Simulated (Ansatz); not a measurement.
Here is the system:

CsPbBr$_{3}$ (cubic perovskite)

```cif
data_Br3CsPb
_chemical_formula_sum 'Cs1 Pb1 Br3'
_space_group_name_H-M_alt 'P 1'
_space_group_IT_number 1
_cell_length_a 6.00277
_cell_length_b 6.00277
_cell_length_c 6.00277
_cell_angle_alpha 90.000
_cell_angle_beta 90.000
_cell_angle_gamma 90.000
loop_
_space_group_symop_operation_xyz
  'x, y, z'
loop_
_atom_site_label
_atom_site_type_symbol
_atom_site_fract_x
_atom_site_fract_y
_atom_site_fract_z
_atom_site_occupancy
Cs1 Cs 0.00000 0.00000 0.00000 1
Pb1 Pb 0.50000 0.50000 0.50000 1
Br1 Br 0.00000 0.50000 0.50000 1
Br2 Br 0.50000 0.50000 0.00000 1
Br3 Br 0.50000 0.00000 0.50000 1
```

E(V) scan at fixed shape, V₀ the volume above. Symmetry pins the atoms to their sites.

These are PBE (plane waves to 420 eV, PAW, scalar-relativistic; Ansatz, a quantum-chemistry and plane-wave program) values and carry that method's errors. k mesh 6×6×6 (Γ-centred), Fermi-Dirac smearing 0.05 eV. Energies are smeared free energies. Stress and pressure are positive under compression. CsPbBr3 was relaxed with its symmetry unable to fall. Spin-orbit coupling is left out, though Pb is heavy. The PAW data are Ansatz's earlier set. This is a high-temperature form of CsPbBr3. The zero of ΔE is the relaxed starting cell.

The scan covers V/V₀ from 0.900 to 1.100 in 9 points.

**Question.** What is the fitted pressure derivative B₀′?

**Answer.** 4.7.

**Question.** What bulk modulus B₀ follows from a third-order Birch-Murnaghan fit?

**Answer.** 18.5 GPa.

(Under strain, the slope of the energy per volume gives the stress and its curvature an elastic modulus.)
